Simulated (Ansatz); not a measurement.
# Ansatz 0.2.0, single run: Rb₂H₂Pt

Run with:

```bash
ansatz run input.yaml --threads 1 --pin off --max-ram 2560MiB --backend cpu --events-out ev --progress --plain --runs-dir out
```

Input:

```yaml
crystal:
  lattice:
    - [5.387221, 0.0, 0.0]
    - [-2.693611, 4.665473, 0.0]
    - [0.0, 0.0, 5.242426]
  atoms:
    - { symbol: H, position: [0.0, 0.0, 0.3794] }
    - { symbol: H, position: [0.0, 0.0, 0.6206] }
    - { symbol: Pt, position: [0.0, 0.0, 0.0] }
    - { symbol: Rb, position: [0.3333, 0.6667, 0.2758] }
    - { symbol: Rb, position: [0.6667, 0.3333, 0.7242] }
  symmetry: { tolerance: 0.0003 }
kpoints:
  mp_grid: { grid: [4, 4, 4], shift: [0, 0, 0] }
magnetization:
  spin_polarized: false
scf:
  occupations: { method: fermi_dirac, width: 0.0248 }
  max_iter: 50
hamiltonian:
  pseudopotentials: { kind: paw }
  xc: scan0x
basis:
  ecutwfc: 420
output:
  forces: true
  stress: true
  eigenvalues: true
```

Origin of the cell: a known structure type with other elements, at an estimated volume, so it need not be a known compound.

Output:

```
Error: YAML parse error: error: line 22 column 7: hamiltonian.xc: unknown variant `scan0x`, expected one of `lda`, `lda-pw`, `pw92`, `pbe`, `pbesol`, `rpbe`, `revpbe`, `blyp`, `pbe0`, `revpbe0`, `b3lyp`, `b3lyp5`, `hse06`, `wpbeh`, `hiss`, `lc_wpbe`, `cam_b3lyp`, `hf`, `r2scan`, `r2scanh`, `r2scan0`, `r2scan50`, `mr2scan`
  --> <input>:22:7
   |
20 | hamiltonian:
21 |   pseudopotentials: { kind: paw }
22 |   xc: scan0x
   |       ^ hamiltonian.xc: unknown variant `scan0x`, expected one of `lda`, `lda-pw`, `pw92`, `pbe`, `pbesol`, `rpbe`, `revpbe`, `blyp`, `pbe0`, `revpbe0`, `b3lyp`, `b3lyp5`, `hse06`, `wpbeh`, `hiss`, `lc_wpbe`, `cam_b3lyp`, `hf`, `r2scan`, `r2scanh`, `r2scan0`, `r2scan50`, `mr2scan`
23 | basis:
24 |   ecutwfc: 420
   |
```

Q: Why did it fail?

A: It holds an unknown functional: `hamiltonian.xc` typed as scan0x. The program refused the input.
